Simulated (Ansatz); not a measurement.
**Property card for Ga₄Sb₃As**

Theory: Ansatz, DFT PBE, scalar-relativistic, plane waves, PAW.

Plane waves to 420 eV, a k mesh through Γ of 10×6×6 on the computed 8-atom cell and Gaussian smearing (0.10 eV); no spin polarisation.

The structure is relaxed at this level of theory with its symmetry kept, and needn't be the ground state of this composition.

Space group Pmm2 (No. 25), orthorhombic, a = 4.314 Å, b = 8.629 Å, c = 6.093 Å. Around Ga on a site of symmetry m lie 1 As at 2.51 Å and 3 Sb at 2.67–2.71 Å; around Ga on a site of symmetry mm2 lie 4 Sb at 2.66–2.67 Å; around Ga on a second site of symmetry mm2 lie 2 As at 2.56 Å and 2 Sb at 2.68 Å; Sb on a site of symmetry m is surrounded by 4 Ga at 2.66–2.68 Å; Sb on a site of symmetry mm2 is surrounded by 4 Ga at 2.67–2.71 Å; As has 4 Ga at 2.51–2.56 Å.

* Volume per atom: 28.35 Å³
* Formation energy from the elements' standard states (uncorrected): -0.197 eV/atom
* Kohn–Sham band gap: zero, with almost no states at the Fermi level
* Density of states at the Fermi level: 0.0 states/eV per cell
* Orbital (Löwdin) character within 0.5 eV of the Fermi level: Sb 5p 54 %, Ga 4p 23 %, As 4p 13 %
* Bader charge by site (e): Ga (2 in the cell) 0.41, Ga (1 in the cell) 0.31, Ga (1 in the cell) 0.49, Sb (2 in the cell) -0.33, Sb (1 in the cell) -0.32, As (1 in the cell) -0.64

Spin-orbit coupling is left out, which matters for the bands of heavy elements.

The cell was found from a structure generator's guess, not taken from experiment. Löwdin shares on free-atom orbitals overweight diffuse shells.
